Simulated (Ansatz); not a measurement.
Input and command of a plane-wave DFT calculation in Ansatz:

```yaml
crystal:
  lattice:
    - [3.07569415, 0.0, 0.0]
    - [-1.53784707, 2.66362927, 0.0]
    - [0.0, 0.0, 10.07064648]
  atoms:
    - { symbol: Si, position: [0.66666667, 0.33333333, 0.93784198] }
    - { symbol: Si, position: [0.33333333, 0.66666667, 0.43784198] }
    - { symbol: Si, position: [0.0, 0.0, 0.68789438] }
    - { symbol: Si, position: [0.0, 0.0, 0.18789438] }
    - { symbol: C, position: [0.66666667, 0.33333333, 0.74980259] }
    - { symbol: C, position: [0.33333333, 0.66666667, 0.24980259] }
    - { symbol: C, position: [0.0, 0.0, 0.50046005] }
    - { symbol: C, position: [0.0, 0.0, 0.00046005] }
basis:
  ecutwfc: 500
kpoints:
  mp_grid: { grid: [12, 12, 4] }
hamiltonian:
  xc: r2scan
scf:
  occupations: { method: gaussian, width: 0.02 }
output:
  forces: true
  stress: true
  eigenvalues: true
  write_density: true
  write_potential: true
  elf: true
  volumetric_format: npy
relax:
  adjacent_minimum: "off"
  f_tol: 0.005
  max_steps: 80
  cell: { stress_tol: 0.05 }
```

```bash
ansatz run input.yaml --threads 8 --pin off --max-ram 20480MiB --backend cpu --events-out ev --progress --plain --runs-dir out
```

Processor: Intel(R) Xeon(R) Platinum 8488C (Sapphire Rapids), 8 threads, on a host shared with other jobs.

Task: Estimate time, memory and problem size.

Result: About 9.7 s on 8 threads of Intel(R) Xeon(R) Platinum 8488C (Sapphire Rapids), with other jobs on the host, peak memory 0.7 GiB. It solves 24 bands at 57 k points (the mesh reduced by the symmetry that the task leaves, which can be less than the crystal's) with about 2137 plane waves (on the last cell), in 19 SCF iterations over 4 ionic steps.
